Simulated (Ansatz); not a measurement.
FeBiO₃ in space group Ima2 (No. 46; Bi on 4b, Fe on 4a, O on 8c, O on 4b), PBE in the plane-wave PAW code Ansatz, all energies at zero smearing, with the estimated change up to a 700 eV cutoff added, with one set of potentials and settings (totals compare only within such a set). Cell of 10 atoms (2 Bi, 2 Fe, 6 O): -37161.336 eV.

```tsv
element	reference phase	E (eV/atom)
Bi	R-3m, 2 atoms in the cell	-12399.2353
Fe	Im-3m, 1 atoms in the cell, spin-polarised	-4480.4931
O	C2/m, 4 atoms in the cell, spin-polarised	-565.0042
```

Formation energy per atom, worked out: (-37161.336 − 2×(-12399.2353) − 2×(-4480.4931) − 6×(-565.0042))/10 = -1.185 eV/atom (-114 kJ per mol of atoms), at 0 K, without zero-point energy or fitted corrections.

The start of the workflow was typed in or built on a structure type; neither database checked (COD, Materials Project) lists it. It is not the phase usual at ambient conditions (space group No. 161). The cell was relaxed with PBE under the symmetry of its start, as lowered by the spin order; whether a distortion lowers the energy is not shown. The final state is antiferromagnetic, chosen from 3 collinear starts compared on coarse meshes (ties went to the first, and starts can fall back to one state), not a proven ground state. No Hubbard U is applied. The references are the lowest solids computed at this level, not always the standard phases (solids in place of the gases). Scalar-relativistic: spin–orbit coupling is off unless named, which matters more the heavier the elements.

Potentials: the earlier of the program's two PAW sets.
